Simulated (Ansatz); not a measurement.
Relaxed-ion elastic tensor of SnTe (rock salt, Fm-3m) in GPa (Voigt order), plane-wave PAW r²SCAN (Ansatz code); density 6.31 g/cm³, 32.40 Å³ per atom.

```
 126   3.7   3.7   0.0   0.0   0.0
 3.7   126   3.7   0.0   0.0   0.0
 3.7   3.7   126   0.0   0.0   0.0
 0.0   0.0   0.0  18.4   0.0   0.0
 0.0   0.0   0.0   0.0  18.4   0.0
 0.0   0.0   0.0   0.0   0.0  18.4
```

### Question
Is the crystal mechanically stable?

### Answer
Yes: the smallest eigenvalue of C is 18.4 GPa.

### Question
Work out the Voigt, Reuss and Hill averages.

### Answer
K_V = 44.5, K_R = 44.5, K_H = 44.5; G_V = 35.5, G_R = 25.5, G_H = 30.5 GPa.

### Question
Give Young's modulus, Poisson's ratio, Pugh's ratio and the universal anisotropy index.

### Answer
E = 9KG/(3K + G) = 74.5 GPa; ν = 0.22; K/G = 1.46 (brittle by the Pugh limit of 1.75); A_U = 5G_V/G_R + K_V/K_R − 6 = 1.96.

### Question
Estimate the sound speeds and the Debye temperature.

### Answer
v_l = √((K + 4G/3)/ρ) = 3670 m/s, v_t = √(G/ρ) = 2200 m/s, mean 2430 m/s; Θ = (h/k)(3n/4πV)^(1/3) v_m = 227 K.

### Question
Give the Zener ratio and Young's modulus along [100], [110] and [111].

### Answer
A = 2C44/(C11 − C12) = 0.30; 1/E = S11 − 2(S11 − S12 − S44/2)Γ with Γ = 0, 1/4, 1/3 gives 126, 57.2, 48.4 GPa.

The cell was relaxed with r²SCAN under the symmetry of its start. At this level the phase is dynamically unstable (imaginary phonons). Spin–orbit coupling is left out wherever it is not named.

Potentials: the earlier of the program's two PAW sets.
